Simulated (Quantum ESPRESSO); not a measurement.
# ReMo5LiRh: input and log of a self-consistent run

Simulated, not a measurement. The program is pw.x of Quantum ESPRESSO 7.5 (plane-wave density functional theory). The cell is made up: eight metal atoms on a hexagonal close-packed lattice, with elements, volume, strain and displacements drawn at random and not relaxed, so it may be unstable or far from any real phase. PseudoDojo standard norm-conserving files set the functional (PBE unless stated); there is no spin polarisation or spin-orbit coupling, the Fermi-Dirac width of 0.25 eV means electrons at about 2900 K, and the masses in the input are unused placeholders. Heavy elements are run without spin-orbit coupling, which real alloys of them have. A spin test at this wide smearing found no moment, but such smearing suppresses magnetism that the real alloy may have.

Input:

```
&control calculation='scf', pseudo_dir='./dojo.nc.sr.pbe.v0_5.standard.upf', outdir='./o', disk_io='medium', tprnfor=.true., tstress=.true. /
&system ibrav=0, nat=8, ntyp=4, nbnd=70, ecutwfc=92.02030273, nosym=.true., tot_charge=0,
 occupations='smearing', smearing='fd', degauss=0.0183746611
/
&electrons conv_thr=1.470e-08, electron_maxstep=70, mixing_beta=0.5 /
ATOMIC_SPECIES
Li 1.0 Li.upf
Mo 1.0 Mo.upf
Re 1.0 Re.upf
Rh 1.0 Rh.upf
CELL_PARAMETERS angstrom
-0.005 0.0161 -4.2521
0.0842 4.7323 -0.0179
5.5688 0.0973 0.0064
ATOMIC_POSITIONS angstrom
Re 0.065 -0.0851 -0.0026
Mo 2.8333 0.0237 -0.0013
Mo 1.563 2.5815 -0.0399
Mo 4.2483 2.4682 0.022
Mo -0.0563 1.5092 -2.246
Li 2.9447 1.5675 -2.0662
Rh 1.4801 3.8931 -2.1719
Mo 4.2198 4.0306 -2.2334
K_POINTS automatic
6 5 4 1 1 1
```

The log is shortened where brackets say so; the opening notice, blank lines, dates and the lines on written files are dropped, and the path of the files is cut. It prints rydbergs, bohrs and kilobars, and counts compression as positive stress. Its total energy is the free energy E - TS of the whole cell.

```
     Program PWSCF v.7.5
     Parallel version (MPI & OpenMP), running on       1 processor cores
     Number of MPI processes:                 1
     Threads/MPI process:                     1
     [start-up lines left out]
     bravais-lattice index     =            0
     lattice parameter (alat)  =       8.0354  a.u.
     unit-cell volume          =     755.9482 (a.u.)^3
     number of atoms/cell      =            8
     number of atomic types    =            4
     number of electrons       =       105.00
     number of Kohn-Sham states=           70
     kinetic-energy cutoff     =      92.0203  Ry
     charge density cutoff     =     368.0812  Ry
     scf convergence threshold =      1.5E-08
     mixing beta               =       0.5000
     number of iterations used =            8  plain     mixing
     Exchange-correlation= PBE
                           (   1   4   3   4   0   0   0)
     [axes and pseudopotential details left out]
   Cartesian axes
     site n.     atom                  positions (alat units)
         1        Re     tau(   1) = (   0.0152864  -0.0200135  -0.0006115  )
         2        Mo     tau(   2) = (   0.6663243   0.0055737  -0.0003057  )
         3        Mo     tau(   3) = (   0.3675802   0.6071070  -0.0093835  )
         4        Mo     tau(   4) = (   0.9990985   0.5804616   0.0051739  )
         5        Mo     tau(   5) = (  -0.0132404   0.3549277  -0.5282054  )
         6        Li     tau(   6) = (   0.6925230   0.3686385  -0.4859208  )
         7        Rh     tau(   7) = (   0.3480841   0.9155639  -0.5107789  )
         8        Mo     tau(   8) = (   0.9923960   0.9479006  -0.5252422  )
     number of k points=    60  Fermi-Dirac smearing, width (Ry)=  0.0184
                       cart. coord. in units 2pi/alat
        k(    1) = (   0.0940057   0.0878664  -0.0831118), wk =   0.0333333
        k(    2) = (   0.2849563   0.0844680  -0.0833492), wk =   0.0333333
     [further k points left out]
     Dense  grid:    90153 G-vectors     FFT dimensions: (  50,  60,  72)
     Estimated max dynamical RAM per process >     162.04 MB
     Initial potential from superposition of free atoms
     starting charge     104.9873, renormalised to     105.0000
     Starting wfcs are   72 randomized atomic wfcs
     total cpu time spent up to now is       38.4 secs
     per-process dynamical memory:    89.7 Mb
     Self-consistent Calculation
     iteration #  1     ecut=    92.02 Ry     beta= 0.50
     Davidson diagonalization with overlap
     ethr =  1.00E-02,  avg # of iterations =  5.1
     total cpu time spent up to now is      147.4 secs
     total energy              =   -1124.63200374 Ry
     estimated scf accuracy    <       1.28154214 Ry
     iteration #  2     ecut=    92.02 Ry     beta= 0.50
     Davidson diagonalization with overlap
     ethr =  1.22E-03,  avg # of iterations =  2.3
     total cpu time spent up to now is      250.2 secs
     total energy              =   -1124.21320862 Ry
     estimated scf accuracy    <       7.68857269 Ry
     iteration #  3     ecut=    92.02 Ry     beta= 0.50
     Davidson diagonalization with overlap
     ethr =  1.22E-03,  avg # of iterations =  2.0
     total cpu time spent up to now is      341.0 secs
     total energy              =   -1124.98906883 Ry
     estimated scf accuracy    <       0.92891749 Ry
     iteration #  4     ecut=    92.02 Ry     beta= 0.50
     Davidson diagonalization with overlap
     ethr =  8.85E-04,  avg # of iterations =  1.4
     total cpu time spent up to now is      413.3 secs
     total energy              =   -1125.06714065 Ry
     estimated scf accuracy    <       0.64477410 Ry
     iteration #  5     ecut=    92.02 Ry     beta= 0.50
     Davidson diagonalization with overlap
     ethr =  6.14E-04,  avg # of iterations =  1.0
     total cpu time spent up to now is      482.8 secs
     total energy              =   -1125.12657041 Ry
     estimated scf accuracy    <       0.03888986 Ry
     [iterations 6 to 12 left out]
     iteration # 13     ecut=    92.02 Ry     beta= 0.50
     Davidson diagonalization with overlap
     ethr =  1.08E-08,  avg # of iterations =  1.9
     total cpu time spent up to now is     1216.9 secs
     total energy              =   -1125.13457251 Ry
     estimated scf accuracy    <       0.00000038 Ry
     iteration # 14     ecut=    92.02 Ry     beta= 0.50
     Davidson diagonalization with overlap
     ethr =  3.57E-10,  avg # of iterations =  2.5
     total cpu time spent up to now is     1340.2 secs
     total energy              =   -1125.13457251 Ry
     estimated scf accuracy    <       0.00000105 Ry
     iteration # 15     ecut=    92.02 Ry     beta= 0.50
     Davidson diagonalization with overlap
     ethr =  3.57E-10,  avg # of iterations =  2.0
     total cpu time spent up to now is     1449.1 secs
     total energy              =   -1125.13457260 Ry
     estimated scf accuracy    <       0.00000019 Ry
     iteration # 16     ecut=    92.02 Ry     beta= 0.50
     Davidson diagonalization with overlap
     ethr =  1.81E-10,  avg # of iterations =  1.1
     total cpu time spent up to now is     1538.7 secs
     total energy              =   -1125.13457262 Ry
     estimated scf accuracy    <       0.00000012 Ry
     iteration # 17     ecut=    92.02 Ry     beta= 0.50
     Davidson diagonalization with overlap
     ethr =  1.17E-10,  avg # of iterations =  1.0
     total cpu time spent up to now is     1638.2 secs
     End of self-consistent calculation
     [lines on levels left out]
!    total energy              =   -1125.13457262 Ry
     estimated scf accuracy    <       0.00000001 Ry
     smearing contrib. (-TS)   =      -0.11489104 Ry
     internal energy E=F+TS    =   -1125.01968158 Ry
     The total energy is F=E-TS. E is the sum of the following terms:
     one-electron contribution =    -222.87983034 Ry
     hartree contribution      =     177.63409318 Ry
     xc contribution           =    -179.79975380 Ry
     ewald contribution        =    -899.97419062 Ry
     convergence has been achieved in  17 iterations
     Forces acting on atoms (cartesian axes, Ry/au):
     atom    1 type  3   force =    -0.03675730    0.07911417   -0.04517839
     atom    2 type  2   force =    -0.01288224    0.09293506   -0.01089629
     atom    3 type  2   force =    -0.01880306   -0.11897319    0.00008119
     atom    4 type  2   force =     0.02817071   -0.07441397   -0.03927133
     atom    5 type  2   force =     0.06645672    0.02348749    0.04416357
     atom    6 type  1   force =    -0.04593520    0.01798444   -0.01663292
     atom    7 type  4   force =     0.01984153    0.00560320    0.01119693
     atom    8 type  2   force =    -0.00009116   -0.02573721    0.05653724
     Total force =     0.234504     Total SCF correction =     0.000245
     Computing stress (Cartesian axis) and pressure
          total   stress  (Ry/bohr**3)                   (kbar)     P=      275.39
   0.00141313  -0.00039679  -0.00001392          207.88      -58.37       -2.05
  -0.00039679   0.00179282   0.00005599          -58.37      263.73        8.24
  -0.00001392   0.00005599   0.00241025           -2.05        8.24      354.56
     init_run     :     36.62s CPU     38.21s WALL (       1 calls)
     electrons    :   1547.50s CPU   1599.79s WALL (       1 calls)
     forces       :     18.53s CPU     18.72s WALL (       1 calls)
     stress       :     65.57s CPU     65.94s WALL (       1 calls)
     [timing details left out]
     PWSCF        :  27m48.78s CPU  28m43.78s WALL
     JOB DONE.
```

In other units: free energy -15308.236 eV for the cell, pressure 27.54 GPa, largest force component 3.059 eV/Å in size. The run took 1725 s of wall time with one process on a shared machine (AMD EPYC, Zen 5, virtual cores), so the time is rough. A rerun of this cell at a higher cutoff and on a denser mesh moved values by no more than 0.011 eV in energy, 0.16 GPa in stress and 0.013 eV/Å in force, and a second program with other atomic files agreed on that cell to 2 % rms in force and 0.5 GPa in pressure.